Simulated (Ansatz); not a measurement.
An Ansatz (a program for electronic structure) run. Input:

Ansatz 0.2 input:
```yaml
crystal:
  lattice:
    - [5.7432164036, 1.5679293216, 0.0]
    - [-5.7432164036, 1.5679293216, 0.0]
    - [-1.8949864107, 0.0, 7.1756713456]
  atoms:
    - { symbol: Al, position: [0.0557979264, 0.9442020736, 0.6107737305] }
    - { symbol: Al, position: [0.111079868, 0.888920132, 0.223301509] }
    - { symbol: Al, position: [0.7768758474, 0.2231241526, 0.5554834605] }
    - { symbol: Al, position: [0.4459560586, 0.5540439414, 0.8869693868] }
    - { symbol: Ga, position: [0.722932058, 0.277067942, 0.9423957805] }
    - { symbol: Ga, position: [0.3903643906, 0.6096356094, 0.2782047513] }
    - { symbol: N, position: [0.8523956038, 0.1476043962, 0.8149959594] }
    - { symbol: N, position: [0.5183706325, 0.4816293675, 0.1475438707] }
    - { symbol: N, position: [0.1816865887, 0.8183134113, 0.4849452962] }
    - { symbol: N, position: [0.2356109438, 0.7643890562, 0.0982843537] }
    - { symbol: N, position: [0.9047211363, 0.0952788637, 0.4352759441] }
    - { symbol: N, position: [0.5690089461, 0.4309910539, 0.7570259574] }
kpoints:
  mp_grid: { grid: [5, 5, 3] }
hamiltonian:
  xc: hse06
  pseudopotentials: { kind: paw }
scf:
  n_extra_bands: 12
  occupations: { method: fixed }
output:
  eigenvalues: true
  eigenstates:
    e_range: [-9.0, 12.9]
    kpoints:
      - [0.0, 0.0, 0.0]  # VBM
      - [0.0, 0.0, 0.0]  # CBM
      - [0.0, 0.0, 0.0]  # GAMMA
      - [-0.5, 0.5, 0.0]  # Y_2
      - [0.0, 0.0, 0.5]  # A
      - [-0.5, 0.5, 0.5]  # M_2
      - [0.0, 0.5, 0.0]  # V_2
      - [0.0, 0.5, 0.5]  # L_2
      - [0.269932473, 0.269932473, 0.0]  # C
      - [-0.269932473, 0.730067527, 0.0]  # C_2
      - [-0.2620556913, 0.7379443087, 0.5]  # D
      - [0.2620556913, 0.2620556913, 0.5]  # D_2
```

Output (shortened):

```
Pseudopotential: Al, paw, valence charge 3
Pseudopotential: Ga, paw, valence charge 13
Pseudopotential: N, paw, valence charge 5
Functional definition: HSE06
davidson cushion auto → on  (no smearing: the cushion is to keep the highest requested band from converging to the state above it …
Crystal: 12 atoms, lattice volume = 129.233 Å³
Basis set: ecut = 420 eV, 2519 PW (Γ)
Bands: 46, of which v1, the nominal top of the filled ones, is band 34 counted from 1 (33 counted from 0)
Symmetry: 2 space group operations
Space group: Cm (ITA 8), of the structure as read, at distance tolerance 5.1e-5 Å
k-points: 24 of 75 (time reversal used)
SCF iter   1: F=—  HF=-12032.708686 eV  |F-HF|=—  |Δ(HF+E_count)|=         —  Δρ=1.53e-3  dr2=6.96e-3  ethr=1.77e-3  ⟨swp⟩=9.0  Hψ=5826  notcnv=0
preconditioner: auto → none
SCF iter   2: F=—  HF=-12032.709508 eV  |F-HF|=—  |Δ(HF+E_count)|=   8.22e-4  Δρ=1.58e-3  dr2=3.25e-3  ethr=1.02e-5  ⟨swp⟩=5.1  Hψ=3846  notcnv=0
iter 3 solved again at ethr=3.36e-7 eV; its pass at ethr=4.78e-6 eV (dr2=2.29e-4 eV) is discarded
SCF iter   3: F=-12032.708963 eV  HF=-12032.708927 eV  |F-HF|=3.58e-5  |Δ(HF+E_count)|=   5.81e-4  Δρ=4.88e-4  dr2=2.28e-4  ethr=3.36e-7  ⟨swp⟩=3.0  Hψ=5487  notcnv=0
SCF 1 stopped early in 3 iterations: F = -12032.708963 eV  dr2 = 2.28e-4
Crystal: 12 atoms, lattice volume = 129.233 Å³
Exchange kernel: α = 0.2500, screened, ω = 0.2079 Å⁻¹, Wigner–Seitz truncation, v(0) = 1042.0341 eV·Å³, q-mesh 5×5×3, nearest image of the exchange supercell L …
Frozen-core exchange: fock
SCF iter   1: F=—  HF=-12035.599028 eV  |F-HF|=—  |Δ(HF+E_count)|=         —  Δρ=1.15e-2  dr2=7.02e-2  ethr=3.36e-6  ⟨swp⟩=8.2  Hψ=6343  notcnv=0
preconditioner: auto → none
SCF iter   2: F=—  HF=-12035.565905 eV  |F-HF|=—  |Δ(HF+E_count)|=   3.31e-2  Δρ=3.35e-3  dr2=9.92e-3  ethr=3.36e-6  ⟨swp⟩=4.0  Hψ=4501  notcnv=0
SCF iter   3: F=—  HF=-12035.591364 eV  |F-HF|=—  |Δ(HF+E_count)|=   2.55e-2  Δρ=2.89e-3  dr2=4.46e-3  ethr=3.36e-6  ⟨swp⟩=4.1  Hψ=4130  notcnv=0
SCF iter   4: F=—  HF=-12035.590310 eV  |F-HF|=—  |Δ(HF+E_count)|=   1.05e-3  Δρ=9.26e-4  dr2=6.16e-4  ethr=3.36e-6  ⟨swp⟩=3.0  Hψ=2660  notcnv=0
SCF iter   5: F=—  HF=-12035.590266 eV  |F-HF|=—  |Δ(HF+E_count)|=   4.41e-5  Δρ=1.81e-4  dr2=7.02e-5  ethr=5.86e-7  ⟨swp⟩=3.0  Hψ=2851  notcnv=0
SCF iter   6: F=-12035.590622 eV  HF=-12035.590648 eV  |F-HF|=2.55e-5  |Δ(HF+E_count)|=   3.82e-4  Δρ=1.65e-4  dr2=1.69e-5  ethr=5.86e-8  ⟨swp⟩=4.9  Hψ=4194  notcnv=0
SCF 2 stopped early in 6 iterations: F = -12035.590622 eV  dr2 = 1.69e-5
hybrid outer 1: dexx = +2.896e-2 eV, tail = 1.35e-4 eV
Crystal: 12 atoms, lattice volume = 129.233 Å³
Exchange kernel: α = 0.2500, screened, ω = 0.2079 Å⁻¹, Wigner–Seitz truncation, v(0) = 1042.0341 eV·Å³, q-mesh 5×5×3, nearest image of the exchange supercell L …
Frozen-core exchange: fock
SCF iter   1: F=—  HF=-12035.590042 eV  |F-HF|=—  |Δ(HF+E_count)|=         —  Δρ=4.63e-5  dr2=3.48e-6  ethr=9.95e-7  ⟨swp⟩=3.1  Hψ=2616  notcnv=0
preconditioner: auto → none
iter 2 solved again at ethr=3.73e-10 eV; its pass at ethr=4.37e-9 eV (dr2=2.53e-7 eV) is discarded
SCF iter   2: F=—  HF=-12035.590046 eV  |F-HF|=—  |Δ(HF+E_count)|=   3.77e-6  Δρ=1.52e-5  dr2=4.56e-7  ethr=3.73e-10  ⟨swp⟩=3.5  Hψ=7153  notcnv=0  defer=26
SCF iter   3: F=—  HF=-12035.590048 eV  |F-HF|=—  |Δ(HF+E_count)|=   2.42e-6  Δρ=1.97e-5  dr2=3.16e-7  ethr=3.73e-10  ⟨swp⟩=5.4  Hψ=4298  notcnv=0  defer=5
SCF iter   4: F=-12035.590048 eV  HF=-12035.590048 eV  |F-HF|=2.90e-9  |Δ(HF+E_count)|=   7.85e-8  Δρ=5.78e-6  dr2=3.24e-8  ethr=3.73e-10  ⟨swp⟩=3.0  Hψ=2930  notcnv=0
SCF 3 converged in 4 iterations: F = -12035.590048 eV  dr2 = 3.24e-8
hybrid outer 2: dexx = +2.353e-6 eV, tail = 1.13e-7 eV, Δε = 8.45e-3 eV (about 3.15e-4 eV left of the loop's levels)
NSCF: frozen V_eff on 12 k-points
hybrid SCF converged: 2 outer / 10 inner (+3 warm-up), last move |dexx| = 2.35e-6 eV, tail = 1.13e-7 eV
Stability not checked (fock_operator)
Free energy (F): -12035.590048 eV
Frozen-core exchange: fock
Harris-Foulkes:  -12035.590048 eV  (|F-HF|=2.90e-9)
Internal energy: -12035.590048 eV  (E = F + TS)
E sigma→0 (E₀):  -12035.590048 eV
Fermi energy:    7.156395 eV
--- Per-component energies (eV) ---
  E_band       = -99.226129
  E_kinetic    = 1133.295742
  E_local      = -5903.654513  (includes V_loc(G=0)·N_el)
  E_nonlocal   = 1166.467055
  E_hartree    = 2657.352234
  E_xc         = -537.624945
  E_vxc        = -562.195569  (∫ρ·V_xc dr)
  E_exx        = -195.756652  (= α·E_x^exact, valence–valence)
  E_paw        = -6558.892044  (= ΣΔE_a)
  E_vpaw       = -856.333639  (= ΣTr[D̂ρ^β])
  E_aug_tail   = 0.000429  (compensation charges beyond the density's cutoff)
  E_ewald      = -3796.689573
  E_core_change = -0.087780  (= ΣΔE_core)
  E_smearing   =  0.000000  (= −TS)
  E_closure    = 0.000000  (closes the sum)
  Σ components = -12035.590048   (vs F -12035.590048, Δ=0.00e0)
  [band-id]    e_kinetic+e_local+e_nonlocal+2·e_hartree+e_vxc+2·e_exx+e_vpaw+e_augmentation_tail = -99.229331   (vs E_band -99.226129, Δ=-3.20e-3)
--- Band table (eV; the first three rows and the last of 24) ---
  k-point 0: bands = ["-9.7916", "-9.1526", "-8.8349", "-8.5980", "-8.4749", "-7.9914", "-7.9249", "-7.9137", "-7.8240", "-7.7800", "-7.7532", "-7.6761", "-7.5075", "-6.7666", "-6.6419", "-6.3994", "0.2897", "1.2007", "1.6102", "2.3500", "2.5308", "4.2003", …
  k-point 1: bands = ["-9.6193", "-9.2615", "-8.8870", "-8.6386", "-8.5510", "-8.0039", "-7.9916", "-7.9137", "-7.8732", "-7.8143", "-7.7800", "-7.7532", "-7.2361", "-6.6870", "-6.6610", "-6.2683", "0.5215", "0.7637", "1.2281", "1.6140", "3.9397", "4.3789", …
  k-point 2: bands = ["-9.4610", "-9.0955", "-8.7779", "-8.5514", "-8.4129", "-7.9719", "-7.9299", "-7.8568", "-7.8147", "-7.8056", "-7.7810", "-7.4696", "-7.2470", "-6.6346", "-6.5295", "-6.1219", "0.8327", "1.3093", "1.8379", "2.1446", "2.3152", "3.7336", …
  k-point 23: bands = ["-9.4194", "-9.1468", "-8.8320", "-8.7166", "-8.5454", "-7.9916", "-7.9306", "-7.9134", "-7.8700", "-7.8095", "-7.7802", "-7.7529", "-7.5413", "-7.3234", "-6.6215", "-6.1159", "1.5047", "1.7296", "2.2275", "2.3334", "2.6480", "3.2195", …
```

Cost: roughly 12 core-minutes on shared cores.

The points marked VBM and CBM come from a semilocal run.

The first step of the workflow began from a Materials Project structure, measured or hypothetical; the Crystallography Open Database copy checked does not list it. With Al and Ga taken as one species the cell has the higher symmetry P6_3mc, so it may be an ordered model of a mixed-site phase. Whether it is the stable phase at ambient conditions was not checked. Symmetry was held in the PBEsol relaxation; of distortions, only those at the zone centre were tested. Spin–orbit coupling is left out wherever it is not named.

Potentials: the later of the program's two PAW sets.

Ansatz is a plane-wave DFT program.
